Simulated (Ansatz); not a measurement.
## Ti$_{2}$C: enthalpy against pressure

Ti$_{2}$C, Fd-3m, a = 8.549 Å. The structure is a Materials Project entry; whether it is the stable form wasn't checked. Ansatz: PBEsol, PAW, 420 eV, Γ-centred 8×8×8 mesh on 12 atoms, Gaussian smearing 0.10 eV; no spin polarisation. Cell and atoms are relaxed at each pressure, and no other structure is tried, so the rows at high pressure may lie past a change of phase. y is the enthalpy over the state at zero pressure; there V0 = 13.017 Å³/atom. The pressures are the targets, met within 0.06 GPa.

| P (GPa) | y (eV/atom) |
| --- | --- |
| -1.0 | -0.0815 |
| 0.0 | 0.0000 |
| 1.0 | 0.0810 |
| 4.0 | ? |
| 12.0 | 0.9404 |
| 25.0 | 1.8965 |

**Question.** Fit y = c1 P + c2 P² + c3 P³ to the other rows, say what c1 and c2 mean, and predict the missing value.

**Answer.** Least squares on the rows shown. y = 0.081247 P − 0.00026263 P² + 1.8866×10⁻⁶ P³. Since dH/dP = V, c1 is V0: 0.081247 eV/GPa × 160.2 = 13.016 Å³ against 13.017; c2 = −V0/(2B0) gives B0 = 155 GPa, where a Birch–Murnaghan fit to the volumes of the same runs (not shown) gives 150 GPa. At P = 4.0 the fit asked for gives 0.3209 eV/atom. The run gave 0.3208 eV/atom, so the fit is 0.0001 eV/atom too high, a small miss on the scale of the series.